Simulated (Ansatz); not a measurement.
TaS2 in space group P6_3/mmc (No. 194; Ta on 2a, S on 4f, Ta on 2b, S on 4f) at seven volumes, LDA (plane waves, PAW; program Ansatz), shape and atoms relaxed at each. One row is withheld.

| V (Å³/atom) | P (GPa) |
|---|---|
| 16.133 | 7.30 |
| 16.665 | 4.20 |
| 17.196 | 1.81 |
| 17.728 | -0.01 |
| 18.260 | ? |
| 18.792 | -2.00 |
| 19.324 | -2.38 |

**Question.** Fit the shown pressures and predict the withheld one.

**Answer.** Third-order Birch–Murnaghan: P = (3/2)B₀(x^(7/2) − x^(5/2))[1 + (3/4)(B′ − 4)(x − 1)] with x = (V₀/V)^(2/3). Least squares on the six rows gives V₀ = 17.747 Å³/atom, B₀ = 47.44 GPa, B′ = 10.94. At V = 18.260, x = 0.9812 and P = -1.15 GPa. The run itself gave -1.23 GPa.

The start of the workflow was typed in or built on a structure type; the Crystallography Open Database files this formula in space group No. 194, but the cells were not matched. Its standing as an ambient phase is unchecked. The cell was relaxed with LDA under the symmetry of its start; whether a distortion lowers the energy is not shown. The run is not spin-polarised. A crystal of weakly bound layers computed without a dispersion correction: the cell and the soft elastic constants depend strongly on that. Spin–orbit coupling is left out wherever it is not named.

Potentials: the earlier of the program's two PAW sets. The files were generated under PBE; for other functionals the program regenerates the frozen cores, and for LDA and PBEsol the local potential too.
